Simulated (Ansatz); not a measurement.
Ba₂ZnN₂:
```
CELL_PARAMETERS angstrom
     -2.06216     2.06216     6.39737
      2.06216    -2.06216     6.39737
      2.06216     2.06216    -6.39737
ATOMIC_POSITIONS crystal
  Ba 0.65547 0.65547 0.00000
  Ba 0.34453 0.34453 0.00000
  Zn 0.00000 0.00000 0.00000
  N  0.85807 0.85807 0.00000
  N  0.14193 0.14193 0.00000
```

Relaxed with PBEsol.

Q: Give the Bader charges and basin volumes of the independent atoms, the program Ansatz at the PBEsol level (PAW).

A: 

```csv
atom,Bader charge (e),Bader volume (Å³)
Ba1,+1.31,26.4
Zn3,+0.49,20.2
N4,-1.55,17.9
```

Space group I4/mmm. The workflow started from a Materials Project entry (that database holds measured and hypothetical structures alike); the Crystallography Open Database files this formula in space group No. 139, but the cells were not matched. Whether it is the stable phase at ambient conditions was not checked. Symmetry was held in the PBEsol relaxation; its stability against distortions is not shown here. Scalar-relativistic: spin–orbit coupling is off unless named, which matters more the heavier the elements.

Potentials: the later of the program's two PAW sets.
